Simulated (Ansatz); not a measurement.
Structure: a 12-atom cell of HfSn3O8 built on monoclinic HfO2 (relaxed group P2), at its r2SCAN minimum. Space group P2 (No. 3), monoclinic; a = 4.799 Å, b = 5.730 Å, c = 5.227 Å, β = 90.8° in the conventional setting, 11.98 Å³ an atom. Hf is surrounded by 6 O at 2.03–2.17 Å; Sn is surrounded by 6 O at 2.04–2.12 Å; Sn is surrounded by 6 O at 2.02–2.11 Å; O is surrounded by 1 Hf at 2.03 Å and 2 Sn at 2.05–2.11 Å; O is surrounded by 2 Sn at 2.04–2.12 Å and 1 Hf at 2.08 Å; O is surrounded by 3 Sn at 2.04–2.12 Å; O is surrounded by 2 Sn at 2.02–2.06 Å and 1 Hf at 2.17 Å.

The questions ask for values computed with the plane-wave code Ansatz on this geometry. Non-magnetic throughout. Whether this structure exists isn't addressed.

Given (6×6×4 mesh): The r2SCAN gap is indirect, 3.03 eV (k = (0.099, 0.365, 0) to Γ), below the direct gap of 3.10 eV at Γ.

(1) Estimate the gap with PBE+SOC on 6×6×4.

(2) What does HSE06 give for the gap (4×4×4 mesh)?

(3) How does the gap change from r2SCAN to PBE0 (4×4×4)?

(4) How strongly does the crystal screen a field with clamped ions (r2SCAN)?

Results:

(1) PBE+SOC gives an indirect gap of 2.39 eV, from k = (0.099, 0.365, 0) to Γ; the least direct gap is 2.46 eV at Γ. The gap differs by -0.64 eV from r2SCAN's.

(2) HSE06 gives an indirect gap of 4.10 eV, from k = (0.099, 0.365, 0) to Γ; the least direct gap is 4.16 eV at Γ. The gap differs by +1.07 eV from r2SCAN's.

(3) With PBE0 the valence top lies at k = (0.099, 0.365, 0) and the conduction bottom at Γ, 4.83 eV higher; the smallest vertical gap, at Γ, is 4.88 eV. The gap differs by +1.80 eV from r2SCAN's.

(4) The clamped-ion dielectric constant comes out as a tensor with principal values 4.14, 4.16, 4.34. Born charges, averaged over directions: Hf +5.25, Sn +4.31 to +4.40, O -2.37 to -2.18 e. The program notes that the ground state's band table doesn't vouch for all the bands that the response reads.

Only the levels marked +SOC include spin-orbit coupling.

Where an edge lies off the special points, it is a point of the mesh or the k point where a search put PBE's edge or least direct gap, reused for the other functionals, whose own edges may lie a little apart.

Coordinates of k points refer to the reciprocal vectors of the primitive cell of the runs.

The meshes of the hybrids are coarse, so their gaps aren't converged to the digits shown.

PBE's own run along the path (2.39 eV) came before the search for the edges and missed one, so it isn't listed.
